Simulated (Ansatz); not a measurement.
The relaxed structure here is a generated cell of AlNi: the first start was made by placing the elements on the sites of a structure type, and the end was not matched to a known phase here, so it may be hypothetical. Known forms of AlNi include space group No. 221.

A relaxed cell of AlNi (Immm (No. 71)), relaxed on a k-mesh at least as fine as the one used below. Level of theory: PBE (plane waves to 420 eV, PAW, scalar-relativistic; Ansatz, a program for electronic structure). Γ-centred k-mesh 5×14×14 on the run's cell (coarser than for final values), Fermi–Dirac smearing 0.05 eV.

```yaml
crystal:
  lattice:
    - [-2.65856, 4.12876, 4.95520]
    - [1.32928, -2.06438, 2.47760]
    - [1.32928, 2.06438, -2.47760]
  atoms:
    - { symbol: Ni, position: [0.00000, 0.00000, 0.00000] }
    - { symbol: Ni, position: [0.50000, 0.00000, 0.00000] }
    - { symbol: Al, position: [0.25000, 0.50000, 0.00000] }
    - { symbol: Al, position: [0.75000, 0.50000, 0.00000] }
```

The atoms are displaced by (Å):

```tsv
atom	ux	uy	uz
Ni1	-0.139	0.149	0.007
Ni2	-0.021	0.053	-0.031
Al3	-0.052	-0.021	-0.092
Al4	-0.195	-0.143	-0.003
```

Q: What forces (eV/Å) and pressure result?

A: 
```
atom     Fx     Fy     Fz
----  -----  -----  -----
Ni1    0.20  -1.38  -0.16
Ni2   -0.60  -1.46  -0.10
Al3   -0.22   0.96   0.29
Al4    0.61   1.88  -0.03
```

Pressure +3.2 GPa.

Q: Estimate the energy cost of the displacement in the harmonic approximation and compare with the calculation.

A: For a harmonic well ΔE = −½ Σ F·u = 0.361 eV a cell, or 90 meV/atom. The calculated energy relative to the undisplaced cell is +0.09 eV/atom, so the harmonic estimate holds well.

The undisplaced cell is probably no minimum: from this displacement the run went on to R-3m (No. 166), 0.21 eV/atom below it.

No spin polarisation in the result: the starting moments vanished. A magnetic state may lie lower.
